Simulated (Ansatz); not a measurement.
Calculated coordination and 39K quadrupole coupling for K2CO3

Cell: a Materials Project structure (computed, not necessarily an observed phase) whose atoms were relaxed with PBE, the cell held.

Space group P6_3/mmc (No. 194); a = 5.7421, c = 6.8159 Å, γ = 120.00°.

| site | Wyckoff | site symmetry | x | y | z |
| --- | --- | --- | --- | --- | --- |
| K1 | 2c | -6m2 | 0.6667 | 0.3333 | 0.7500 |
| K3 | 2a | -3m. | 0.0000 | 0.0000 | 0.5000 |
| C | 2d | -6m2 | 0.3333 | 0.6667 | 0.7500 |
| O | 6h | mm2 | 0.5943 | 0.7972 | 0.7500 |

One atom of each set is listed.

Method: Kohn–Sham DFT in Ansatz, PBE, plane waves and PAW, scalar-relativistic, 420 eV cutoff, Γ-centred 4×4×3 k-points, Fermi–Dirac smearing 0.02 eV.

Q(39K) = 60.30 mb.

(1) Rank these K sites by |C_Q|, smallest first.
A. K1: 6 O at 2.89 Å
B. K3: 6 O at 2.64 Å

## Answers

(1) B (0.719 MHz, η = 0.00), A (6.31 MHz, η = 0.00).

An axis of threefold or higher order runs through K3 and K1, so V_zz lies along it and η is zero. Like point charges on the first shell alone (each adding as 1/d³) would give the same order.
